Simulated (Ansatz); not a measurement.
CaTaS2:
```yaml
crystal:
  lattice:
    - [3.37433, 0.00000, 0.00000]
    - [-1.68716, 2.92225, 0.00000]
    - [0.00000, 0.00000, 14.28618]
  atoms:
    - { symbol: S, position: [0.33333, 0.66667, 0.63917] }
    - { symbol: Ta, position: [0.00000, 0.00000, 0.75000] }
    - { symbol: S, position: [0.33333, 0.66667, 0.86083] }
    - { symbol: Ca, position: [0.00000, 0.00000, 0.00000] }
    - { symbol: S, position: [0.66667, 0.33333, 0.13917] }
    - { symbol: Ta, position: [0.00000, 0.00000, 0.25000] }
    - { symbol: S, position: [0.66667, 0.33333, 0.36083] }
    - { symbol: Ca, position: [0.00000, 0.00000, 0.50000] }
```

Relaxed with PBE+D3(BJ). Special points in fractions of this cell's reciprocal vectors: Γ (0.000, 0.000, 0.000); M (0.500, 0.000, 0.000); K (0.333, 0.333, 0.000); A (0.000, 0.000, 0.500); L (0.500, 0.000, 0.500); H (0.333, 0.333, 0.500).

**Question.** List the band energies nearest the Fermi level at these points for DFT-PBE+D3(BJ) with spin–orbit coupling in the program Ansatz with PAW potentials.

**Answer.** In eV from the Fermi level; about four levels below and three above (degenerate sets whole), none deeper than 8.9 eV; points with the same levels are listed once.

```tsv
k	below	above
Γ	-2.45 -2.45 -1.01 -1.01	0.24 0.24 0.49 0.49
M	-0.51 -0.51 -0.06 -0.06	1.51 1.51 1.69 1.69
K	-1.20 -1.20 -0.97 -0.97	0.22 0.22 0.38 0.38
A	-1.68 -1.68 -1.68 -1.68	0.47 0.47 0.47 0.47
L	-0.31 -0.31 -0.31 -0.31	1.76 1.76 1.76 1.76
H	-1.20 -1.20 -0.97 -0.97	0.19 0.19 0.33 0.33
```

Space group P6_3/mmc. The cell is a constructed one: a structure type filled with these elements; neither database checked (COD, Materials Project) lists it. Whether it is the stable phase at ambient conditions was not checked. The PBE+D3(BJ) relaxation kept the symmetry of its start; of distortions, only those at the zone centre were tested. The run is not spin-polarised.

Potentials: the later of the program's two PAW sets.
